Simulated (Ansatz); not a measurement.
This cell of Ag (fcc, Cu type) is off equilibrium:

```
Ag
1.0
    4.14918     0.00000     0.00000
    0.00000     4.14918     0.00000
    0.00000     0.00000     4.14918
Ag
4
Direct
  0.02844   0.00000   0.00000
  0.50000   0.50000   0.00000
  0.50000   0.00000   0.50000
  0.00000   0.50000   0.50000
```

Method: PBE (plane waves to 420 eV, PAW, scalar-relativistic; Ansatz, an electronic-structure program). k mesh 9×9×9 (Γ-centred), Fermi-Dirac smearing 0.05 eV. Energies are smeared free energies. Stress and pressure are positive under compression. With partly filled bands, energies and forces of such displacements shift with the k mesh and the smearing. On this mesh the relaxed cell isn't quite at rest: it carries a pressure of -0.1 GPa (compression positive) at the zero of the scan. Ag was relaxed with its symmetry unable to fall. The PAW data are Ansatz's earlier set.

Task: Predict the force on every atom, in eV/Å.

Result: 
```
atom      Fx     Fy     Fz
----  ------  -----  -----
Ag1   -0.548  0.000  0.000
Ag2    0.285  0.000  0.000
Ag3    0.285  0.000  0.000
Ag4   -0.023  0.000  0.000
```

Task: In it atom 1 sits (0.118, 0.000, 0.000) Å away from its relaxed site. What is its energy relative to the relaxed cell?

Result: 32 meV/cell.

(A displaced cell: forces are minus the slopes of the energy, force constants its curvatures, and phonons follow from these.)
